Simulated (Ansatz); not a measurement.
The numbers come from plane-wave PAW DFT (Ansatz): r2SCAN, no spin polarisation, 500 eV, 9×9×4 Γ-centred k points, fermi-dirac occupations (width 0.1 eV). Nothing was relaxed.

Computed maps in the lattice plane spanned by a (left to right, 3.82 Å, 12 points from zero) and b (bottom to top, 3.81 Å, 12 points from zero), 90° apart, at height 0.070 along c. The fields are smooth PAW ones with compensation charges, not the true ones near nuclei.

Valence density. Digits on a logarithmic scale: 0 up to 0.03 e/Å³, each further digit a factor of 1.6, 9 from 1.3 e/Å³ up:
```
555544444555
555555555555
556666666665
456776667765
346776467764
236775157763
346776467764
456776667765
556666666665
555555555555
555544444555
555444444455
```

Problem. The cell is AlSiCl. Which atoms lie within 0.2 Å of this plane, and where (fractions of a and b)?

Solution. Al at (0.00, 0.50), Si at (0.50, 0.50). The whole cell:
```xyz
6
Lattice="3.8202 0.0000 0.0000 0.0000 3.8096 0.0000 0.0000 0.0000 8.0942" Properties=species:S:1:pos:R:3 pbc="T T T"
Al    0.0000    1.9048    0.5666
Al    1.9101    0.0000    7.5276
Si    0.0000    0.0000    7.6085
Si    1.9101    1.9048    0.4857
Cl    0.0000    0.0000    2.4283
Cl    1.9101    1.9048    5.6659
```

Origin: a known structure type with other elements, at an estimated volume, so it need not be a known compound. Caveats: many states at the Fermi level without spin polarisation, so a magnetic state may lie lower; atoms or cell far from equilibrium.
